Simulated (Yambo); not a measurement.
Yambo run on BN (space group P6_3/mmc, No. 194). The wavefunctions are PBE (pw.x of Quantum ESPRESSO, ONCV potentials, scalar-relativistic) ones on a 6×6×2 mesh (8 occupied bands); a = 2.512 Å, b = 2.512 Å, c = 7.707 Å, α = 90.00°, β = 90.00°, γ = 120.00°.

Yambo input:

```
rim_cut
gw0
dyson
el_el_corr
HF_and_locXC
ppa
em1d
RandQpts= 1000000
RandGvec= 1 Ry
EXXRLvcs= 84 Ry
VXCRLvcs= 336 Ry
Chimod= "HARTREE"
% BndsRnXp
 1 | 94 |
%
NGsBlkXp= 10 Ry
% LongDrXp
 1.0 | 1.0 | 1.0 |
%
PPAPntXp= 10 eV
% GbndRnge
 1 | 94 |
%
GTermKind= "BG"
DysSolver= "n"
ExtendOut
% QPkrange
 7 | 7 | 9 | 9 |
 14 | 14 | 8 | 9 |
%
```

k points by index: 7 = M, 14 = H.

The o-*.qp file then holds:

```
#    K-point    Band    Eo [eV]    E [eV]    E-Eo [eV]    Vxc [eV]    Vnlxc [eV]    Sc|Eo [eV]    Sc|E [eV]    dSc/dw|Eo [eV]    Re(Z)    Im(Z)
#
    7    9    4.510328    5.366702    0.856374    -10.31450    -5.463706    -3.805112    -3.994419    -6.014351    0.818983    -0.001312
    14    8    0.000000    -0.736030    -0.736030    -16.59864    -19.91836    2.379189    2.583699    -7.559589    0.782586    -0.001488
    14    9    4.671302    5.632534    0.961232    -10.82878    -5.595706    -4.047176    -4.271840    -6.359059    0.810573    -0.001364
```
(The two width columns are left out.) Convergence of these settings isn't established.

Geometry of the Materials Project entry, not relaxed at this level.

The distance between layers or molecules is the database entry's, not relaxed here. Functionals without dispersion can leave it too large, which widens gaps and weakens the response across layers: the numbers belong to this cell.
